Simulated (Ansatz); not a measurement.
Ga4Sb3As as one 8-atom ordering (Amm2) on the zincblende lattice: a single-point calculation in the plane-wave code Ansatz (r2SCAN). The geometry is the r2SCAN minimum.

input.yaml:
```yaml
crystal:
  lattice:
    - [4.2625239654, 0.0, 0.0]
    - [0.0, 4.2603505796, 6.0160030849]
    - [0.0, -4.2603505796, 6.0160030849]
  atoms:
    - { symbol: As, position: [0.0, 2.15105e-05, 2.15105e-05] }
    - { symbol: Sb, position: [0.5, 0.0001433446, 0.4996258943] }
    - { symbol: Sb, position: [0.5, 0.4996258943, 0.0001433446] }
    - { symbol: Sb, position: [0.0, 0.5006397923, 0.5006397923] }
    - { symbol: Ga, position: [0.5, 0.8835760496, 0.8835760496] }
    - { symbol: Ga, position: [0.0, 0.8809965209, 0.3601398896] }
    - { symbol: Ga, position: [0.0, 0.3601398896, 0.8809965209] }
    - { symbol: Ga, position: [0.5, 0.3748569982, 0.3748569982] }
kpoints:
  mp_grid: { grid: [6, 4, 4] }
  band_path:
    path:
      - [0.0, 0.0, 0.0]
      - [0.0, 0.5, 0.5]
      - [0.0, 0.6246239496, 0.3753760504]
      - [0.0, 0.3753760504, -0.3753760504]
      - [0.5, 0.0, 0.0]
      - [0.5, 0.3753760504, -0.3753760504]
      - [0.5, 0.6246239496, 0.3753760504]
      - [0.5, 0.5, 0.5]
      - [0.0, 0.5, 0.0]
      - [0.0, 0.0750752101, -0.0750752101]
      - [0.0, 0.05, 0.05]
    npoints: 1
hamiltonian:
  xc: r2scan
scf:
  occupations: { method: fermi_dirac, width: 0.02 }
  n_extra_bands: 6
output:
  forces: true
  stress: true
  eigenvalues: true
  write_density: true
  write_potential: true
  elf: true
  volumetric_format: npy
```

Command: `ansatz run input.yaml --threads 4 --pin off --max-ram 6451MiB --backend cpu --events-out ev --progress --plain --runs-dir out`.

Q: It ran on 4 threads of Intel(R) Xeon(R) Processor @ 2.50GHz (Skylake/Cascade Lake) (shared host), load about 0.9 per core. About how long did it take, and what peak of host memory did it reach?

A: About 59 s, with a peak of 1.2 GiB.

What the program printed (shortened):
```
scf.n_extra_bands = 6 over 56 filled bands (N_el = 112.0): the run solves 62 bands
Functional definition: r2SCAN
Crystal: 8 atoms, lattice volume = 218.499 Å³
Basis set: ecut = 500 eV, 5533 PW (Γ)
Symmetry: 4 space group operations
Space group: Amm2 (ITA 38)
k-points: 28 of 96 (time reversal used)
SCF iter   1: HF=-39525.078887 eV  Δρ=7.83e-3  dr2=5.87e-2
SCF iter   2: HF=-39525.108598 eV  Δρ=2.35e-3  dr2=8.16e-3
SCF iter   3: HF=-39525.107422 eV  Δρ=1.90e-3  dr2=5.41e-3
SCF iter   4: HF=-39525.107075 eV  Δρ=7.93e-4  dr2=1.61e-3
SCF iter   5: HF=-39525.106952 eV  Δρ=2.33e-4  dr2=4.81e-4
SCF iter   6: HF=-39525.106862 eV  Δρ=8.59e-5  dr2=9.19e-5
SCF iter   7: HF=-39525.106926 eV  Δρ=5.23e-5  dr2=1.69e-5
SCF iter   8: HF=-39525.106926 eV  Δρ=3.31e-5  dr2=5.05e-6
SCF iter   9: HF=-39525.106924 eV  Δρ=1.51e-5  dr2=1.39e-6
SCF iter  10: HF=-39525.106925 eV  Δρ=6.82e-6  dr2=2.13e-7
SCF iter  11: HF=-39525.106925 eV  Δρ=2.51e-6  dr2=2.00e-8
SCF 1 converged in 11 iterations: F = -39525.106925 eV  dr2 = 2.00e-8
Free energy (F): -39525.106925 eV
Internal energy: -39525.106305 eV  (E = F + TS)
E sigma→0 (E₀):  -39525.106615 eV
Entropy (-TS):   -0.000620 eV (-0.077 meV/atom)
Fermi energy:    7.599678 eV
--- Per-component energies (eV) ---
  E_band       = -1182.771325
  E_kinetic    = 1182.237367
  E_local      = -15773.657666
  E_nonlocal   = 2127.918610
  E_hartree    = 7438.362644
  E_xc         = -703.977399
  E_vxc        = -628.385859
  E_paw        = -23671.615463
  E_vpaw       = -3005.328965
  E_vtau       = 37.724535
  E_ewald      = -10121.822642
  E_core_change = -2.551576
  E_smearing   = -0.000620
--- Stress (GPa, compression-positive) ---
       -0.007855       0.000000       0.000000
        0.000000      -0.005538       0.000000
        0.000000       0.000000      -0.007130
  P = ⅓ Tr σ = -0.0068 GPa (-0.068 kbar)
--- Band table (eV; the first three rows and the last of 28) ---
  k-point 0: bands = […, 6.2180, 6.3187, 6.5565, 7.4151, 7.5388, 7.5858, 7.6095, 8.5467, 8.6033, 8.8165, …]
  k-point 1: bands = […, 5.6878, 5.9211, 6.3682, 6.5332, 7.3294, 7.3577, 8.1018, 8.9585, 9.1866, 9.4883, …]
  k-point 2: bands = […, 5.1416, 5.6077, 6.5321, 6.6782, 7.0358, 7.0489, 8.2610, 9.0970, 9.4405, 9.6448, …]
  k-point 27: bands = […, 4.8201, 4.9255, 6.1057, 6.3560, 6.3663, 6.5549, 8.0541, 8.4902, 8.8381, 8.8418, …]
```

The rows of the band table are 0: (0, 0, 0) = Γ, 1: (0, 0, 1/4), 2: (0, 0, -1/2) = S, 27: (-1/2, -1/2, -1/2) = T.

bands.tsv, columns around the gap (it counts bands from 0):
```tsv
# k_distance	band_51	band_52	band_53	band_54	band_55	band_56	band_57	band_58	band_59
# fermi_ev = 7.599678
# [0, 0, 0] at k_distance = 0.000000
# [0, 0.5, 0.5] at k_distance = 0.522206
# [0, 0.6246239496, 0.3753760504] at k_distance = 0.706002
# [0, 0.3753760504, -0.3753760504] at k_distance = 1.345892
# [0.5, 0, 0] at k_distance = 2.267677
# [0.5, 0.3753760504, -0.3753760504] at k_distance = 2.821283
# [0.5, 0.6246239496, 0.3753760504] at k_distance = 3.461173
# [0.5, 0.5, 0.5] at k_distance = 3.644969
# [0, 0.5, 0] at k_distance = 4.509447
# [0, 0.0750752101, -0.0750752101] at k_distance = 4.876501
# [0, 0.05, 0.05] at k_distance = 4.998919
# levels_relative_to = fermi_ev
0.000	-1.281	-1.043	-0.185	-0.061	-0.014	0.010	0.947	1.004	1.217
0.522	-2.021	-1.606	-1.598	-1.352	-1.132	1.363	1.608	2.033	2.571
0.706	-2.043	-1.799	-1.681	-1.526	-0.720	1.531	2.060	2.185	2.439
1.346	-2.043	-1.799	-1.681	-1.526	-0.720	1.531	2.060	2.185	2.439
2.268	-3.371	-3.319	-3.228	-1.591	-1.134	2.077	2.568	3.981	4.062
2.821	-2.701	-2.297	-1.977	-1.450	-1.435	1.208	1.455	1.575	1.759
3.461	-2.701	-2.297	-1.977	-1.450	-1.435	1.208	1.455	1.575	1.759
3.645	-2.674	-1.494	-1.244	-1.233	-1.045	0.454	0.891	1.238	1.242
4.509	-1.992	-1.068	-0.921	-0.564	-0.551	0.661	1.497	1.841	2.045
4.877	-1.437	-1.079	-0.828	-0.186	-0.017	0.290	1.104	1.350	1.375
4.999	-1.351	-1.045	-0.366	-0.100	-0.026	0.118	1.018	1.104	1.236
```
In order the rows are Γ, Y, C₀, Σ₀, Z, A₀, E₀, T, S, Σ₀–Γ (0.80), Γ–Y (0.10).

Planar averages along the third cell vector, from rho_z.tsv and v_z.tsv (valence density with its augmentation; electrostatic potential energy of an electron, of which only differences have a meaning):
```csv
z (Å),ρ (e/Å³),v_es (eV)
0.00,1.119,3.17
0.55,0.335,5.51
0.96,0.130,8.49
1.50,0.085,10.00
1.91,0.123,8.05
2.46,0.752,4.34
2.87,1.074,1.47
3.41,0.835,0.52
3.82,0.932,2.36
4.37,0.235,5.59
4.78,0.111,8.98
5.32,0.082,9.96
5.73,0.129,7.77
6.28,0.831,3.91
6.69,1.065,1.18
7.24,1.064,2.32
```

The r2SCAN gap is direct at Γ: 0.02 eV. (With 0.02 eV of smearing so small a gap leaves both edges partly filled, and it could close between the points sampled.) Edges are sought over the mesh and the listed points. The mean stress is close to zero (-0.01 GPa).

The cell comes from a prototype generator: it can be a known phase or a hypothetical one. Spin polarisation is off.

Spin-orbit coupling is left out, which matters wherever the heavy atoms make up the band edges.
